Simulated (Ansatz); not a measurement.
In the program Ansatz at the LDA level (PAW), La in the dhcp (α-La type) structure (P6_3/mmc) relaxes to a = 3.584 Å, c = 11.561 Å.

Electronic character: metallic (no gap).

The bulk modulus is 29.6 GPa. The relaxed-ion elastic constants in GPa are C11 = 60.6, C12 = 18.4, C13 = 10.0, C33 = 67.5, C44 = 16.4. The elastic constants imply a Debye temperature near 174 K. The highest mode at Γ lies at 2.51 THz.

Symmetry was held in the LDA relaxation; of distortions, only those at the zone centre were tested. As this level gives no gap, shear constants depend on the k-mesh and smearing (Fermi–Dirac, 0.1 eV here). As this level gives no gap, phonon frequencies hold no LO–TO term and depend on the k-mesh and smearing (Fermi–Dirac, 0.1 eV here). Axis ratios of metals converge slowly with the k-mesh, so a and c are less sure than the volume. Spin–orbit coupling is left out wherever it is not named.

Potentials: the earlier of the program's two PAW sets.
